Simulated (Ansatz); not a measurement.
# Bands of ZrHg3

```
Zr Hg
1.0
     4.36520    0.00000    0.00000
     0.00000    4.36520    0.00000
     0.00000    0.00000    4.36520
Zr Hg
1 3
Cartesian
  0.0000 0.0000 0.0000
  0.0000 2.1826 2.1826
  2.1826 0.0000 2.1826
  2.1826 2.1826 0.0000
```

Atoms are numbered in the order listed.

The cell is COD entry 1522700, as deposited and not checked against the literature; nothing was relaxed.

Spin–orbit coupling is left out, though it moves levels of the heavy atoms by tenths of an eV or more.

All numbers below come from Ansatz 0.2.0, DFT, PBEsol, all-electron LAPW, scalar-relativistic.

Settings: a Γ-centred 8×8×8 k mesh, Fermi–Dirac smearing of 0.05 eV, basis error target 0.5 meV/atom, no spin polarisation.

Points in fractions of the reciprocal vectors of this cell: Γ (0, 0, 0), X (0, 0.5, 0), M (0.5, 0.5, 0), R (0.5, 0.5, 0.5). The path runs Γ–X–M–Γ–R–X–R–M. Energies are in eV from the Fermi level; (×n) counts levels within 4 meV of each other, which need not be degenerate by symmetry.

Task: List the levels at R between -14 and 8 eV.

Result: -8.42 (×3), -8.25, -7.43 (×3), -6.93 (×3), -6.75 (×2), -5.88 (×3), -2.65 (×3), -2.22, -1.26 (×3), 2.27 (×2), 4.12 (×3), 4.61.

Task: List the levels at M between -14 and 8 eV.

Result: -7.84 (×2), -7.59, -7.49, -7.40, -7.21, -7.15 (×2), -7.06 (×2), -6.86, -6.86 (×2), -6.65, -6.53, -5.95, -3.57 (×2), -2.97, 0.18 (×2), 1.67, 2.54, 2.88, 5.47 (×2), 5.52, 6.05.

Task: List the levels at X between -14 and 8 eV.

Result: -8.24, -8.02, -7.89, -7.47 (×2), -7.37 (×2), -7.29, -7.16 (×2), -6.70 (×2), -6.58, -6.48, -6.27, -6.24, -5.69, -0.51 (×2), -0.15, 0.62, 1.45, 2.05, 4.36 (×2), 5.22, 5.50 (×2), 6.27.

Task: What is the band gap?

Result: none: bands cross the Fermi level, a metal.
